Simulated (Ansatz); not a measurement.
HfC:
```
CELL_PARAMETERS angstrom
      0.00000     2.51333     2.51333
      2.51333     0.00000     2.51333
      2.51333     2.51333     0.00000
ATOMIC_POSITIONS crystal
  Hf 0.00000 0.00000 0.00000
  C  0.25000 0.25000 0.25000
```

Relaxed with r²SCAN.

**Question.** Map the electron localisation function on the plane through (0.000, 0.000, 0.000) spanned by u = [1, 0, 0] and v = [-1, 1, 1] in lattice vectors, from plane-wave PAW r²SCAN (Ansatz code).

**Answer.** x is the fraction of u, y of v (the angle between them is 90°; rows are the nearest grid lines); atoms in the plane: Hf at (0.00, 0.00), C at (0.50, 0.25).
```
|9999621367631269999|
|9999720135310279999|
|9998620012200268999|
|8887410011100147888|
|5553100000000013555|
|1110000000000000111|
|0000000000000000000|
|0000000000000000000|
|0000000011100000000|
|0000001112111000000|
|0000012333332100000|
|0000124566654210000|
|0001356788876531000|
|0013578899988753100|
|0025789999999875200|
|0136889988899886310|
|0136899754579986310|
|0026898610168986200|
|1112589731379852111|
|5532369976799632355|
|8874247999997424788|
|9986325899985236899|
|9998522588852258999|
|9999621367631269999|
```
Scale: ten equal steps from 0.034 (start of '0') to 0.858 (end of '9'), in the order '0123456789'; x runs from 0.000 to 1.00, y from 0.000 (bottom) to 1.00 (top).

The density is the valence pseudo-density with augmentation charge, so density and ELF within about 1 Å of a nucleus are not all-electron values.

Space group F-43m (zinc blende). The start of the workflow was typed in or built on a structure type; neither database checked (COD, Materials Project) lists it. It is not the phase usual at ambient conditions (space group No. 225). Symmetry was held in the r²SCAN relaxation; whether a distortion lowers the energy is not shown. The run is not spin-polarised. Spin–orbit coupling is left out wherever it is not named.

Potentials: the earlier of the program's two PAW sets.
